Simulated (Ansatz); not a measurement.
# GaCuSe2: from a starting cell to a relaxed one

The start is a randomly generated symmetric cell of GaCuSe2 (space group No. 37). A full variable-cell relaxation at zero pressure is run with PBE (plane waves to 420 eV, PAW, scalar-relativistic; Ansatz, a program for electronic structure). First-step values are on the input's coarse k-mesh.

Ansatz input (later rounds restart from its end on a renewed k-mesh):
Ansatz 0.2 input:
```yaml
crystal:
  lattice:
    - [3.4963831, -3.9529111, 0]
    - [3.4963831, 3.9529111, 0]
    - [0, 0, 6.9579017]
  atoms:
    - { symbol: Cu, position: [0, 0, 0.29754455] }
    - { symbol: Cu, position: [0, 0, 0.79754455] }
    - { symbol: Ga, position: [0, 0.5, 0.08500552] }
    - { symbol: Ga, position: [0.5, 0, 0.58500552] }
    - { symbol: Se, position: [0, 0.5, 0.71719801] }
    - { symbol: Se, position: [0.5, 0, 0.21719801] }
    - { symbol: Se, position: [0, 0.5, 0.48155816] }
    - { symbol: Se, position: [0.5, 0, 0.98155816] }
basis: { ecutwfc: 420, ecutrho_ratio: 4, xc_grid: 2, fft_grid_basis: typed }
kpoints: { mp_grid: { grid: [5, 5, 4] } }
hamiltonian:
  xc: pbe
  dispersion: none
  pseudopotentials: { azcp: { folder: ./paw }, kind: paw }
scf: { occupations: { method: fermi_dirac, width: 0.05 } }
relax: { f_tol: 0.01, max_steps: 100, cell: { stress_tol: 0.02 } }
output: { forces: true, stress: true }
```

Does the structure survive the relaxation? Give the final space group.

The space group goes from Ccc2 (No. 37) to P4₂/mmc (No. 131), with 8 atoms in the primitive cell.

How much energy is released per atom?

About 2.6 eV/atom.

How does the volume change?

-7.6 %, from 24.04 to 22.21 Å³/atom.

What band gap does the relaxed structure have at this level?

Zero (metallic).

Give the final cell and atomic positions.


```cif
data_Cu2Ga2Se4
_chemical_formula_sum 'Cu2 Ga2 Se4'
_space_group_name_H-M_alt 'P42/mmc'
_space_group_IT_number 131
_space_group_name_Hall '-P 4c 2'
_cell_length_a 4.29204
_cell_length_b 4.29204
_cell_length_c 9.64513
_cell_angle_alpha 90.000
_cell_angle_beta 90.000
_cell_angle_gamma 90.000
loop_
_atom_site_label
_atom_site_type_symbol
_atom_site_symmetry_multiplicity
_atom_site_Wyckoff_symbol
_atom_site_fract_x
_atom_site_fract_y
_atom_site_fract_z
_atom_site_occupancy
Cu1 Cu 2 e 0.00000 0.00000 0.25000 1
Ga1 Ga 2 c 0.00000 0.50000 0.00000 1
Se1 Se 4 i 0.50000 0.00000 0.12879 1
```

Final values are on a 11×11×5 k-mesh of the relaxed cell. The start holds a very short contact (Se–Se 1.64 Å). The relaxed cell holds bonded Se–Se pairs (2.48 Å). No spin polarisation in the result.

The run could not lose the symmetry of its start, so the end can be a saddle point.

The relaxed structure here is a generated cell of GaCuSe2: the first start was made by a random draw of sites in a space group, and the end was not matched to a known phase here, so it may be hypothetical. Known forms of GaCuSe2 include space group No. 122.
